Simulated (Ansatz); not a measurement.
## Which element?

Cell vectors (Å):

```
 2.9566  0.0000  0.0000
-1.4783  2.5604  0.0000
 0.0000  0.0000  5.5487
```

```tsv
atom	a	b	c
X	0.3333	0.6667	0.2500
X	0.6667	0.3333	0.7500
```

These are results of PBEsol, all-electron LAPW in Ansatz 0.2.0, scalar-relativistic, not measurements. k mesh 18×18×8, strains of ±0.005, Fermi-Dirac smearing of 0.100 eV.

Elastic constants of a crystal by Kohn-Sham DFT: slopes of the stress over finite engineering strains of the given cell, Voigt indices, Cartesian axes as in the cell vectors.

| index | elastic (GPa) |
| --- | --- |
| 11 | 108 |
| 12 | 50 |
| 13 | 45.9 |
| 33 | 49.8 |
| 44 | 14.9 |

Question: All X atoms are one element. Which one was computed?

Answer: Cd; the crystal is Cd (P6_3/mmc).

Known limits: responses of metals move with mesh and smearing; elastic stability says nothing of phonons or of other phases.
